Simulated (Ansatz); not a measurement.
LuBi2ClO4: reading a single point

```xyz
8
Lattice="3.8491 0.0000 0.0000 0.0000 3.8491 0.0000 0.0000 0.0000 9.1398" Properties=species:S:1:pos:R:3 pbc="T T T"
Lu    0.0000    0.0000    0.0000
Bi    1.9246    1.9246    6.6657
Bi    1.9246    1.9246    2.4741
O     1.9246    0.0000    7.8054
O     0.0000    1.9246    7.8054
O     1.9246    0.0000    1.3344
O     0.0000    1.9246    1.3344
Cl    0.0000    0.0000    4.5699
```

The numbers come from plane-wave PAW DFT (Ansatz): r2SCAN, no spin polarisation, 500 eV, 7×7×3 Γ-centred k points, fermi-dirac occupations (width 0.1 eV). Nothing was relaxed.

**Forces.** The largest is on O4 (and as large on other atoms): 0.29 eV/Å, components (0.00, 0.00, -0.29). It makes 59° with the line to a nearest neighbour, Bi2 at 2.24 Å.
**Formation energy.** -2.21 eV an atom against the elements' usual phases (free molecules for gases, crystals otherwise, with no correction for O₂ or N₂), so it is bound against them; other compounds may still compete. Relaxing would lower it.
**Contacts.** Bi–O at 2.24 Å: least valence density 0.54 e/Å³ and ELF 0.25 there. Lu–O at 2.34 Å: least valence density 0.36 e/Å³ and ELF 0.13 there. Cl–Bi at 3.44 Å: least valence density 0.09 e/Å³ and ELF 0.07 there, a closed-shell (ionic or weak) contact. These are pseudo-fields; inside the PAW spheres they differ from the all-electron ones.
**Charges.** Bader charges in e: Lu +2.27, Bi +1.88, Cl -0.78, O -1.31. In the mean Lu gives up most and O takes most.
**Stress.** The pressure is -2.1 GPa (compression positive), so with the atoms held at these fractions the cell would first shrink.
**Electronic structure.** The gap is 1.85 eV, indirect (the least direct gap found is 2.12 eV). A semilocal functional usually gives too small a gap.
**Band edges.** Within 0.7 eV of the edges, the states project mainly on O p (70 %) below the gap and on Bi p (71 %) above it.

Origin: a known structure type with other elements, at an estimated volume, so it need not be a known compound. Caveats: no spin-orbit coupling, which can shift this gap by tenths of an eV.
